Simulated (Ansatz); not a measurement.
Ru:
```
CELL_PARAMETERS angstrom
     -1.50919     1.50919     1.50919
      1.50919    -1.50919     1.50919
      1.50919     1.50919    -1.50919
ATOMIC_POSITIONS crystal
  Ru 0.00000 0.00000 0.00000
```

Relaxed with the program Ansatz at the PBEsol level (PAW). Indices refer to the conventional cell of Im-3m, a = b = c = 3.018 Å, α = β = γ = 90.00°.

**Question.** Simulate the powder diffraction pattern (Cu Kα, λ = 1.54184 Å; lines above 1 %) up to 2θ = 90°.

**Answer.** Simulated powder pattern, Cu Kα, λ = 1.54184 Å (kinematic, ideal powder, no thermal factors, no anomalous dispersion; the 30 strongest lines at most, above 1 %, up to 2θ = 90°):

```
2θ (°)  d (Å)  I/Imax (%)    hkl
------  -----  ----------  -----
42.35   2.134         100  (110)
61.44   1.509          16  (200)
77.46   1.232          32  (211)
```

The start of the workflow was typed in or built on a structure type; neither database checked (COD, Materials Project) lists it. It is not the phase usual at ambient conditions (space group No. 194). The cell was relaxed with PBEsol under the symmetry of its start. At this level the phase is mechanically unstable. The run is not spin-polarised.

Potentials: the earlier of the program's two PAW sets.
